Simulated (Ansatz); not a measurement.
Method: DFT PBE, scalar-relativistic, plane waves, PAW (Ansatz 0.2.0). The final run on the 6-atom cell used 420 eV, a Γ-centred 6×6×4 mesh, 0.02 eV smearing and no spin polarisation.

Formation energies are uncorrected and count from the elements' standard states at the same level.

**Question.** Suggest a trial structure for a trigonal semiconductor that holds S and 2 more elements, with a gap near 0.7 eV, a formation energy near −0.64 eV/atom and a density near 4.88 g/cm³, in a cell of 6 atoms. Its symmetry should be P3m1 (No. 156).

**Answer.** Cd3SeS2, space group P3m1 (No. 156). Cd on its first site is surrounded by 3 S at 2.59 Å and 1 Se at 2.68 Å; around Cd on its second site lie 4 S at 2.57–2.59 Å; Se is surrounded by 4 Cd at 2.65–2.68 Å; S on its first site is surrounded by 4 Cd at 2.57–2.59 Å; 2 more sites not described.

```
Cd Se S
1.0
     4.25230    0.00000    0.00000
    -2.12615    3.68260    0.00000
     0.00000    0.00000   10.42849
Cd Se S
3 1 2
Direct
  0.00000 0.00000 0.99097
  0.33333 0.66667 0.66659
  0.66667 0.33333 0.34292
  0.00000 0.00000 0.24786
  0.33333 0.66667 0.91300
  0.66667 0.33333 0.58866
```

The volume per atom is 27.22 Å³ and the density is 4.88 g/cm³. The energy over the elements is −0.642 eV/atom. The gap on the 6×6×4 mesh of the 6-atom cell is 0.66 eV.

The structure comes from a generated guess, relaxed at this level; another structure or a mixture of phases may lie lower. The answer needn't be unique; the calculation gave this one.

Kohn–Sham gaps at this level usually fall short of measured ones. The reference forms of S and Se are held partly by dispersion forces, which this level lacks. A structure relaxed within its symmetry needn't be a true minimum.
